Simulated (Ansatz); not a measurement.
An Ansatz (a first-principles code) run. Input:

Ansatz 0.2 input:
```yaml
crystal:
  lattice:
    - [0.0, 4.8540709262, 4.8540709262]
    - [4.8540709262, 0.0, 4.8540709262]
    - [4.8540709262, 4.8540709262, 0.0]
  atoms:
    - { symbol: Cu, position: [0.5, 0.5, 0.5] }
    - { symbol: Cu, position: [0.75, 0.75, 0.75] }
    - { symbol: Ir, position: [0.125, 0.125, 0.125] }
    - { symbol: Ir, position: [0.625, 0.125, 0.125] }
    - { symbol: Ir, position: [0.125, 0.125, 0.625] }
    - { symbol: Ir, position: [0.125, 0.625, 0.125] }
    - { symbol: S, position: [0.884165808, 0.884165808, 0.884165808] }
    - { symbol: S, position: [0.9024974239, 0.365834192, 0.365834192] }
    - { symbol: S, position: [0.884165808, 0.884165808, 0.3475025761] }
    - { symbol: S, position: [0.365834192, 0.9024974239, 0.365834192] }
    - { symbol: S, position: [0.3475025761, 0.884165808, 0.884165808] }
    - { symbol: S, position: [0.365834192, 0.365834192, 0.365834192] }
    - { symbol: S, position: [0.884165808, 0.3475025761, 0.884165808] }
    - { symbol: S, position: [0.365834192, 0.365834192, 0.9024974239] }
kpoints:
  mp_grid: { grid: [11, 11, 11] }
hamiltonian:
  xc: lda
  pseudopotentials: { kind: paw }
scf:
  occupations: { method: fermi_dirac, width: 0.1 }
elastic: { mode: relaxed_ion, stencil: two_point, amplitude: 0.005, f_tol: 0.0005 }
```

Output (shortened):

```
Pseudopotential: Cu, paw, valence charge 19
Pseudopotential: Ir, paw, valence charge 17
Pseudopotential: S, paw, valence charge 6
Functional definition: SPW92
Crystal: 14 atoms, lattice volume = 228.743 Å³
Basis set: ecut = 420 eV, 4477 PW (Γ)
Bands: 93, of which v1, the nominal top of the filled ones, is band 77 counted from 1 (76 counted from 0)
Symmetry: 48 space group operations
Space group: Fd-3m (ITA 227), of the structure as read, at distance tolerance 6.1e-5 Å
k-points: 56 of 1331
SCF 1 converged in 14 iterations: F = -66727.729260 eV  dr2 = 2.22e-15
relax step   1: F+E_penalty+E_count = -66727.72926045 eV  Δ(F+E_penalty+E_count) = +0.000e0 eV  max|allowed force component| = 1.130e-3 eV/Å  Δτ_max = 0.0000 Å  (14 SCF iters, accepted)
Crystal: 14 atoms, lattice volume = 228.743 Å³
SCF 2 converged in 11 iterations: F = -66727.729261 eV  dr2 = 5.68e-15
relax step   2: F+E_penalty+E_count = -66727.72926114 eV  Δ(F+E_penalty+E_count) = -6.903e-7 eV  max|allowed force component| = 2.847e-4 eV/Å  Δτ_max = 0.0001 Å  (11 SCF iters, accepted)
Crystal: 14 atoms, lattice volume = 228.743 Å³
SCF 3 converged in 10 iterations: F = -66727.729261 eV  dr2 = 2.44e-15
Crystal: 14 atoms, lattice volume = 227.600 Å³
Symmetry: 16 space group operations
k-points: 126 of 1331
SCF 4 converged in 13 iterations: F = -66727.721104 eV  dr2 = 6.37e-14
relax step   1: F+E_penalty+E_count = -66727.72110413 eV  Δ(F+E_penalty+E_count) = +0.000e0 eV  max|allowed force component| = 1.042e-1 eV/Å  Δτ_max = 0.0000 Å  (13 SCF iters, accepted)
Crystal: 14 atoms, lattice volume = 227.600 Å³
SCF 5 converged in 11 iterations: F = -66727.724332 eV  dr2 = 4.88e-15
relax step   2: F+E_penalty+E_count = -66727.72433173 eV  Δ(F+E_penalty+E_count) = -3.228e-3 eV  max|allowed force component| = 9.553e-3 eV/Å  Δτ_max = 0.0071 Å  (11 SCF iters, accepted)
Crystal: 14 atoms, lattice volume = 227.600 Å³
SCF 6 converged in 11 iterations: F = -66727.724397 eV  dr2 = 1.05e-14
relax step   3: F+E_penalty+E_count = -66727.72439728 eV  Δ(F+E_penalty+E_count) = -6.555e-5 eV  max|allowed force component| = 2.158e-4 eV/Å  Δτ_max = 0.0012 Å  (11 SCF iters, accepted)
Crystal: 14 atoms, lattice volume = 227.600 Å³
SCF 7 converged in 2 iterations: F = -66727.724397 eV  dr2 = 1.34e-14
Crystal: 14 atoms, lattice volume = 229.887 Å³
Basis set: ecut = 420 eV, 4517 PW (Γ)
SCF 8 converged in 13 iterations: F = -66727.723550 eV  dr2 = 5.50e-14
relax step   1: F+E_penalty+E_count = -66727.72355001 eV  Δ(F+E_penalty+E_count) = +0.000e0 eV  max|allowed force component| = 9.658e-2 eV/Å  Δτ_max = 0.0000 Å  (13 SCF iters, accepted)
Crystal: 14 atoms, lattice volume = 229.887 Å³
SCF 9 converged in 12 iterations: F = -66727.726598 eV  dr2 = 6.24e-16
relax step   2: F+E_penalty+E_count = -66727.72659790 eV  Δ(F+E_penalty+E_count) = -3.048e-3 eV  max|allowed force component| = 4.975e-3 eV/Å  Δτ_max = 0.0077 Å  (12 SCF iters, accepted)
Crystal: 14 atoms, lattice volume = 229.887 Å³
SCF 10 converged in 9 iterations: F = -66727.726605 eV  dr2 = 1.85e-14
relax step   3: F+E_penalty+E_count = -66727.72660514 eV  Δ(F+E_penalty+E_count) = -7.240e-6 eV  max|allowed force component| = 7.274e-5 eV/Å  Δτ_max = 0.0004 Å  (9 SCF iters, accepted)
Crystal: 14 atoms, lattice volume = 229.887 Å³
SCF 11 converged in 2 iterations: F = -66727.726605 eV  dr2 = 3.40e-15
Crystal: 14 atoms, lattice volume = 228.742 Å³
Basis set: ecut = 420 eV, 4489 PW (Γ)
Symmetry: 8 space group operations
k-points: 216 of 1331
SCF 12 converged in 14 iterations: F = -66727.728233 eV  dr2 = 4.81e-15
relax step   1: F+E_penalty+E_count = -66727.72823307 eV  Δ(F+E_penalty+E_count) = +0.000e0 eV  max|allowed force component| = 2.549e-2 eV/Å  Δτ_max = 0.0000 Å  (14 SCF iters, accepted)
Crystal: 14 atoms, lattice volume = 228.742 Å³
SCF 13 converged in 12 iterations: F = -66727.728327 eV  dr2 = 7.97e-15
relax step   2: F+E_penalty+E_count = -66727.72832711 eV  Δ(F+E_penalty+E_count) = -9.404e-5 eV  max|allowed force component| = 1.767e-2 eV/Å  Δτ_max = 0.0015 Å  (12 SCF iters, accepted)
Crystal: 14 atoms, lattice volume = 228.742 Å³
SCF 14 converged in 11 iterations: F = -66727.728376 eV  dr2 = 6.70e-14
relax step   3: F+E_penalty+E_count = -66727.72837583 eV  Δ(F+E_penalty+E_count) = -4.872e-5 eV  max|allowed force component| = 6.070e-3 eV/Å  Δτ_max = 0.0020 Å  (11 SCF iters, accepted)
Crystal: 14 atoms, lattice volume = 228.742 Å³
SCF 15 converged in 11 iterations: F = -66727.728383 eV  dr2 = 7.56e-14
relax step   4: F+E_penalty+E_count = -66727.72838348 eV  Δ(F+E_penalty+E_count) = -7.652e-6 eV  max|allowed force component| = 3.648e-5 eV/Å  Δτ_max = 0.0010 Å  (11 SCF iters, accepted)
Crystal: 14 atoms, lattice volume = 228.742 Å³
SCF 16 converged in 2 iterations: F = -66727.728383 eV  dr2 = 1.43e-14
Crystal: 14 atoms, lattice volume = 228.742 Å³
SCF 17 converged in 14 iterations: F = -66727.728233 eV  dr2 = 4.78e-15
relax step   1: F+E_penalty+E_count = -66727.72823300 eV  Δ(F+E_penalty+E_count) = +0.000e0 eV  max|allowed force component| = 2.549e-2 eV/Å  Δτ_max = 0.0000 Å  (14 SCF iters, accepted)
Crystal: 14 atoms, lattice volume = 228.742 Å³
SCF 18 converged in 10 iterations: F = -66727.728383 eV  dr2 = 9.03e-14
relax step   2: F+E_penalty+E_count = -66727.72838337 eV  Δ(F+E_penalty+E_count) = -1.504e-4 eV  max|allowed force component| = 3.955e-4 eV/Å  Δτ_max = 0.0046 Å  (10 SCF iters, accepted)
Crystal: 14 atoms, lattice volume = 228.742 Å³
SCF 19 converged in 2 iterations: F = -66727.728383 eV  dr2 = 6.28e-14
SCF converged after 10 iterations
Stability not checked: this state was not tested for a lower state beside it, because too few of the mixer's solves of this state at the end of the SCF gave a …
Free energy (F): -66727.729261 eV
Harris-Foulkes:  -66727.729261 eV  (|F-HF|=2.91e-11)
Internal energy: -66727.497881 eV  (E = F + TS)
E sigma→0 (E₀):  -66727.613571 eV
Entropy (-TS):   -0.231380 eV (-16.527 meV/atom)
Fermi energy:    12.261966 eV
--- Per-component energies (eV) ---
  E_band       = -1849.842567
  E_kinetic    = 3977.334723
  E_local      = -19312.404289  (includes V_loc(G=0)·N_el)
  E_nonlocal   = 1347.308764
  E_hartree    = 8093.843216
  E_xc         = -2021.003269
  E_vxc        = -2142.058698  (∫ρ·V_xc dr)
  E_paw        = -43554.474558  (= ΣΔE_a)
  E_vpaw       = -1907.710096  (= ΣTr[D̂ρ^β])
  E_aug_tail   = 0.000591  (compensation charges beyond the density's cutoff)
  E_ewald      = -15261.874369
  E_core_change = 3.771309  (= ΣΔE_core)
  E_smearing   = -0.231380  (= −TS)
  E_closure    =  0.000000  (closes the sum)
  Σ components = -66727.729261   (vs F -66727.729261, Δ=0.00e0)
--- Forces (eV/Å), atoms counted from 1 ---
  atom   1  Cu     0.00000000     0.00000000     0.00000000
  atom   2  Cu     0.00000000     0.00000000     0.00000000
  atom   3  Ir     0.00000000     0.00000000     0.00000000
  atom   4  Ir     0.00000000     0.00000000     0.00000000
  atom   5  Ir     0.00000000     0.00000000     0.00000000
  atom   6  Ir     0.00000000     0.00000000     0.00000000
  atom   7  S     -0.00028471    -0.00028471    -0.00028471
  atom   8  S      0.00028471    -0.00028471    -0.00028471
  atom   9  S      0.00028471     0.00028471    -0.00028471
  atom  10  S     -0.00028471     0.00028471    -0.00028471
  atom  11  S     -0.00028471     0.00028471     0.00028471
  atom  12  S      0.00028471     0.00028471     0.00028471
  atom  13  S      0.00028471    -0.00028471     0.00028471
  atom  14  S     -0.00028471    -0.00028471     0.00028471
  max |Σ_I F_I| component: 9.11e-18 eV/Å
--- Stress (GPa, compression-positive) ---
        0.153593       0.000000       0.000000
        0.000000       0.153593       0.000000
        0.000000       0.000000       0.153593
  P = ⅓ Tr σ = 0.1536 GPa (1.536 kbar)
--- Band table (eV; the first three rows and the last of 56) ---
  k-point 0: bands = ["-99.4051", "-99.4051", "-79.9396", "-79.9383", "-79.9383", "-79.9383", "-57.2275", "-57.2275", "-57.2275", "-57.2275", "-57.2275", "-57.2275", "-36.8383", "-36.8383", "-36.8383", "-36.8353", "-36.8353", "-36.8174", "-36.8174", …
  k-point 1: bands = ["-99.4051", "-99.4051", "-79.9396", "-79.9383", "-79.9383", "-79.9383", "-57.2275", "-57.2275", "-57.2275", "-57.2275", "-57.2275", "-57.2275", "-36.8382", "-36.8380", "-36.8380", "-36.8352", "-36.8352", "-36.8177", "-36.8177", …
  k-point 2: bands = ["-99.4051", "-99.4051", "-79.9395", "-79.9384", "-79.9383", "-79.9383", "-57.2275", "-57.2275", "-57.2275", "-57.2275", "-57.2275", "-57.2275", "-36.8378", "-36.8374", "-36.8374", "-36.8346", "-36.8346", "-36.8187", "-36.8187", …
  k-point 55: bands = ["-99.4051", "-99.4051", "-79.9390", "-79.9389", "-79.9383", "-79.9383", "-57.2275", "-57.2275", "-57.2275", "-57.2275", "-57.2275", "-57.2275", "-36.8359", "-36.8356", "-36.8323", "-36.8311", "-36.8278", "-36.8263", "-36.8228", …
--- Elastic constants: 2 strain directions × 2 members + reference (group order 48) ---
  dense FFT box of the reference and of every strained cell: 48×48×48
  strains applied: 11, 23; error gains: componentwise 1.00 (the most a stress slope's error grows in a printed constant), spectral 1.73 (1 for all six strains …
  reference relaxed by the batch: 2 steps …
  largest displacement 7.0e-5 Å; the constants are those of the deck's cell at these positions:
  atoms:
    - { symbol: Cu, position: [0.5, 0.5, 0.5] }
    - { symbol: Cu, position: [0.75, 0.75, 0.75] }
    - { symbol: Ir, position: [0.125, 0.125, 0.125] }
    - { symbol: Ir, position: [0.6250000000000001, 0.125, 0.12499999999999994] }
    - { symbol: Ir, position: [0.125, 0.125, 0.6250000000000001] }
    - { symbol: Ir, position: [0.125, 0.6250000000000001, 0.12499999999999994] }
    - { symbol: S, position: [0.8841616182969402, 0.8841616182969402, 0.8841616182969402] }
    - { symbol: S, position: [0.9024848548908209, 0.3658383817030597, 0.3658383817030597] }
    - { symbol: S, position: [0.8841616182969402, 0.8841616182969402, 0.347515145109179] }
    - { symbol: S, position: [0.3658383817030597, 0.9024848548908209, 0.3658383817030597] }
    - { symbol: S, position: [0.347515145109179, 0.8841616182969402, 0.8841616182969402] }
    - { symbol: S, position: [0.3658383817030597, 0.3658383817030597, 0.3658383817030597] }
    - { symbol: S, position: [0.8841616182969402, 0.347515145109179, 0.8841616182969402] }
    - { symbol: S, position: [0.3658383817030597, 0.3658383817030597, 0.9024848548908209] }
  C = ∂σ_k/∂η_j (tension-positive GPa; Voigt order 11 22 33 23 13 12):
       211.003    104.722    104.722      0.000      0.000      0.000
       104.722    211.003    104.722      0.000      0.000      0.000
       104.722    104.722    211.003      0.000      0.000      0.000
         0.000      0.000      0.000     49.340      0.000      0.000
         0.000      0.000      0.000      0.000     49.340      0.000
         0.000      0.000      0.000      0.000      0.000     49.340
  reference stress σ⁰ (GPa):     -0.154     -0.154     -0.154      0.000      0.000      0.000
  moduli (Voigt/Reuss/Hill, GPa): K = 140.15/140.15/140.15   G = 50.86/50.79/50.83   E = 136.04   ν = 0.338
  mechanically stable: yes (min eigenvalue of sym C = 49.34 GPa)
  strain η (Voigt 11):  stress-route row diagonal C_11 = 211.00 GPa, energy-path curvature d²(F+E_count+ΔE)/dδ²/Ω₀ = 211.01 GPa
         δ    σ_11 (GPa)             F (eV)   n_scf  n_hpsi   n_pw
    -5.000e-3      -1.2162      -66727.7243973       2   88852   4496   relax 3 steps, max|allowed force component| 2.16e-4 eV/Å
     5.000e-3       0.8939      -66727.7266051       2   88925   4528   relax 3 steps, max|allowed force component| 7.27e-5 eV/Å
  strain η (Voigt 23):  stress-route row diagonal C_44 = 49.34 GPa, energy-path curvature d²(F+E_count+ΔE)/dδ²/Ω₀ = 49.41 GPa
         δ    σ_23 (GPa)             F (eV)   n_scf  n_hpsi   n_pw
    -5.000e-3      -0.2467      -66727.7283835       2  151768   4512   relax 4 steps, max|allowed force component| 3.65e-5 eV/Å
     5.000e-3       0.2467      -66727.7283834       2  151755   4512   relax 2 steps, max|allowed force component| 3.96e-4 eV/Å
```

Cost: around 60 core-minutes (rough) on shared cores.

The workflow started from an entry of the Crystallography Open Database (COD, 295 K), which files this formula under 2 space groups. Its standing as an ambient phase is unchecked. The cell was relaxed with LDA under the symmetry of its start; of distortions, only those at the zone centre were tested. No spin polarisation was allowed. As this level gives no gap, shear constants depend on the k-mesh and smearing (Fermi–Dirac, 0.1 eV here). Scalar-relativistic: spin–orbit coupling is off unless named, which matters more the heavier the elements.

Potentials: the later of the program's two PAW sets.

Ansatz is a plane-wave DFT program.
